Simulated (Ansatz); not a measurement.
Relaxed-ion elastic tensor of MoPd (CsCl type, space group No. 221) in GPa (Voigt order), the program Ansatz at the PBEsol level (PAW); density 11.07 g/cm³, 15.18 Å³ per atom.

```
74.7   320   320   0.0   0.0   0.0
 320  74.7   320   0.0   0.0   0.0
 320   320  74.7   0.0   0.0   0.0
 0.0   0.0   0.0   110   0.0   0.0
 0.0   0.0   0.0   0.0   110   0.0
 0.0   0.0   0.0   0.0   0.0   110
```

Task: Is the crystal mechanically stable?

Result: No: the smallest eigenvalue of C is -245 GPa.

Space group Pm-3m (CsCl type). The start of the workflow was typed in or built on a structure type; neither database checked (COD, Materials Project) lists it. Whether it is the stable phase at ambient conditions was not checked. Symmetry was held in the PBEsol relaxation. At this level the phase is mechanically unstable. The run is not spin-polarised. Its formation energy is positive at this level, so the cell may be metastable or incomplete. As this level gives no gap, shear constants depend on the k-mesh and smearing (Fermi–Dirac, 0.1 eV here).

Potentials: the later of the program's two PAW sets.
